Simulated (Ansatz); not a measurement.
Ga2O3:
```xyz
10
Lattice="2.5005 1.4437 4.4830 -2.5005 1.4437 4.4830 0.0000 -2.8873 4.4830" Properties=species:S:1:pos:R:3 pbc="T T T"
Ga     0.0000     0.0000    11.5085
Ga     0.0000     0.0000     1.9403
Ga     0.0000     0.0000     8.6648
Ga     0.0000     0.0000     4.7841
O      0.7571     1.5760     5.6037
O     -0.7571    -1.5760     7.8452
O     -1.7434    -0.1323     5.6037
O      1.7434     0.1323     7.8452
O      0.9863    -1.4437     5.6037
O     -0.9863     1.4437     7.8452
```

Plane-wave PAW PBEsol (Ansatz code) gives a gap of 2.70 eV without spin–orbit coupling, maximum on the Γ–S0 line, 45 % of the way from Γ, minimum at Γ.

### Question
What happens when spin–orbit coupling is switched on?

### Answer
The gap stays essentially unchanged, to 2.70 eV; maximum on the Γ–S0 line, 45 % of the way from Γ, minimum at Γ.

### Question
Give the electron effective mass with spin–orbit coupling.

### Answer
0.22 mₑ (isotropic).

### Question
Give the hole effective mass with spin–orbit coupling.

### Answer
0.68, 2.1, 3.6 mₑ (principal values).

Space group R-3c (corundum). The PBEsol relaxation kept the symmetry of its start.

Potentials: the earlier of the program's two PAW sets.
